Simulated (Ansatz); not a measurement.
## Property card for Cu$_{3}$Sb

Cu3Sb:
```
Cu3Sb
1.0
    4.19316     0.00000     0.00000
    0.00000     5.35105     0.00000
    0.00000     0.00000     5.11965
Cu Sb
6 2
Direct
  0.50000   0.00000   0.27531
  0.00000   0.50000   0.72469
  0.00000   0.24638   0.14418
  0.00000   0.75362   0.14418
  0.50000   0.25362   0.85582
  0.50000   0.74638   0.85582
  0.00000   0.00000   0.64964
  0.50000   0.50000   0.35036
```

Space group Pmmn (No. 59); conventional cell a = 4.1932 Å, b = 5.3510 Å, c = 5.1197 Å, α = 90.00°, β = 90.00°, γ = 90.00°.

Method: PBEsol in the plane-wave PAW code Ansatz. Geometry: relaxed at this level of theory. Other levels are named where they apply.

Cell and energy:

| Item | Value |
|---|---|
| Volume per atom | 14.36 Å³ |
| Density | 9.03 g/cm³ |
| Formation energy from the elements (no fitted shifts) | 0.070 eV/atom |

Electronic structure:

| Item | Value |
|---|---|
| Electronic character | metallic (no gap) |
| Density of states at the Fermi level | 0.28 states/eV per atom (mean over ±0.08 eV) |
| Gap with spin–orbit coupling | none (metallic) |

Mechanics:

| Quantity | Result |
|---|---|
| Bulk modulus (Birch–Murnaghan fit) | 99.5 GPa |
| Pressure derivative B′ | 6.0 |

Phonons:

| Item | Value |
|---|---|
| Highest zone-centre frequency | 215 cm⁻¹ |
| Zone-centre stability | no imaginary mode at Γ |

The workflow started from a Materials Project entry (that database holds measured and hypothetical structures alike); the Crystallography Open Database copy checked does not list it. Whether it is the stable phase at ambient conditions was not checked. The cell was relaxed with PBEsol under the symmetry of its start. The run is not spin-polarised. As this level gives no gap, phonon frequencies hold no LO–TO term and depend on the k-mesh and smearing (Fermi–Dirac, 0.1 eV here). The references are the lowest solids computed at this level, not always the standard phases. Scalar-relativistic: spin–orbit coupling is off unless named, which matters more the heavier the elements.

Potentials: the later of the program's two PAW sets.
